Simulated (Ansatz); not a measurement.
A relaxation computed with Ansatz, from input to last step.

```yaml
crystal:
  lattice:
    - [4.0269677292, 0.0, 0.0]
    - [0.0, 4.0269677292, 0.0]
    - [0.0, 0.0, 5.1301989501]
  atoms:
    - { symbol: Pb, position: [0.0, 0.5, 0.2331620937] }
    - { symbol: Pb, position: [0.5, 0.0, 0.7668379063] }
    - { symbol: O, position: [0.0, 0.0, 0.0] }
    - { symbol: O, position: [0.5, 0.5, 0.0] }
basis:
  ecutwfc: 420
kpoints:
  mp_grid: { grid: [8, 8, 6] }
hamiltonian:
  xc: pbesol
scf:
  occupations: { method: gaussian, width: 0.02 }
output:
  forces: true
  stress: true
  eigenvalues: true
relax:
  adjacent_minimum: "off"
  f_tol: 0.01
  max_steps: 30
  cell: { stress_tol: 0.1, fix: [volume] }
```

```bash
ansatz run input.yaml --threads 1 --pin off --max-ram 2560MiB --backend cpu --events-out ev --progress --plain --runs-dir out
```

Level of theory: DFT PBEsol, scalar-relativistic, plane waves, PAW (Ansatz).

The volume is held at 1.03 times that of the relaxed cell.

Of 6 frames 6 are shown, positions in Å and forces in eV/Å; the SCF threshold varies from step to step. Steps run on the plane waves of an earlier cell, with a Pulay correction in the pressure. The basis is chosen afresh for the last frame, the zero of the energies, and at times for earlier ones too; energy and pressure step there, also at an unchanged geometry. The mark taken_back stands on steps that the optimiser undid.

```xyz
4
Lattice="4.0270 0.0000 0.0000 0.0000 4.0270 0.0000 0.0000 0.0000 5.1302" Properties=species:S:1:pos:R:3:forces:R:3 pbc="T T T" step=1 free_energy_over_end_meV_per_atom=3.53 pressure_GPa=-2.24
Pb    0.0000    2.0135    1.1962    0.0000    0.0000   -0.3812
Pb    2.0135    0.0000    3.9340    0.0000    0.0000    0.3812
O     0.0000    0.0000    0.0000    0.0000    0.0000    0.0000
O     2.0135    2.0135    0.0000    0.0000    0.0000    0.0000
4
Lattice="4.0162 0.0000 0.0000 0.0000 4.0162 0.0000 0.0000 0.0000 5.1577" Properties=species:S:1:pos:R:3:forces:R:3 pbc="T T T" step=2 free_energy_over_end_meV_per_atom=5.17 pressure_GPa=0.99 taken_back
Pb    0.0000    2.0081    1.1414    0.0000    0.0000    0.5391
Pb    2.0081    0.0000    4.0163    0.0000    0.0000   -0.5391
O     0.0000    0.0000    0.0000    0.0000    0.0000    0.0000
O     2.0081    2.0081    0.0000    0.0000    0.0000    0.0000
4
Lattice="4.0121 0.0000 0.0000 0.0000 4.0121 0.0000 0.0000 0.0000 5.1684" Properties=species:S:1:pos:R:3:forces:R:3 pbc="T T T" step=3 free_energy_over_end_meV_per_atom=0.41 pressure_GPa=-0.80
Pb    0.0000    2.0060    1.1782    0.0000    0.0000   -0.0126
Pb    2.0060    0.0000    3.9902    0.0000    0.0000    0.0126
O     0.0000    0.0000    0.0000    0.0000    0.0000    0.0000
O     2.0060    2.0060    0.0000    0.0000    0.0000    0.0000
4
Lattice="4.0019 0.0000 0.0000 0.0000 4.0019 0.0000 0.0000 0.0000 5.1948" Properties=species:S:1:pos:R:3:forces:R:3 pbc="T T T" step=4 free_energy_over_end_meV_per_atom=0.18 pressure_GPa=-0.52
Pb    0.0000    2.0009    1.1802    0.0000    0.0000    0.0213
Pb    2.0009    0.0000    4.0145    0.0000    0.0000   -0.0213
O     0.0000    0.0000    0.0000    0.0000    0.0000    0.0000
O     2.0009    2.0009    0.0000    0.0000    0.0000    0.0000
4
Lattice="3.9965 0.0000 0.0000 0.0000 3.9965 0.0000 0.0000 0.0000 5.2087" Properties=species:S:1:pos:R:3:forces:R:3 pbc="T T T" step=5 free_energy_over_end_meV_per_atom=0.13 pressure_GPa=-0.50
Pb    0.0000    1.9983    1.1837    0.0000    0.0000    0.0010
Pb    1.9983    0.0000    4.0249    0.0000    0.0000   -0.0010
O     0.0000    0.0000    0.0000    0.0000    0.0000    0.0000
O     1.9983    1.9983    0.0000    0.0000    0.0000    0.0000
4
Lattice="3.9965 0.0000 0.0000 0.0000 3.9965 0.0000 0.0000 0.0000 5.2087" Properties=species:S:1:pos:R:3:forces:R:3 pbc="T T T" step=6 free_energy_over_end_meV_per_atom=0.00 pressure_GPa=-0.49
Pb    0.0000    1.9983    1.1837    0.0000    0.0000    0.0007
Pb    1.9983    0.0000    4.0249    0.0000    0.0000   -0.0007
O     0.0000    0.0000    0.0000    0.0000    0.0000    0.0000
O     1.9983    1.9983    0.0000    0.0000    0.0000    0.0000
```

The run took 54 s on 1 thread of Intel(R) Xeon(R) Platinum 8259CL CPU @ 2.50GHz (Skylake/Cascade Lake) (shared host), peak memory 0.47 GiB.

Spin–orbit coupling is left out, which can shift energies with elements as heavy as these.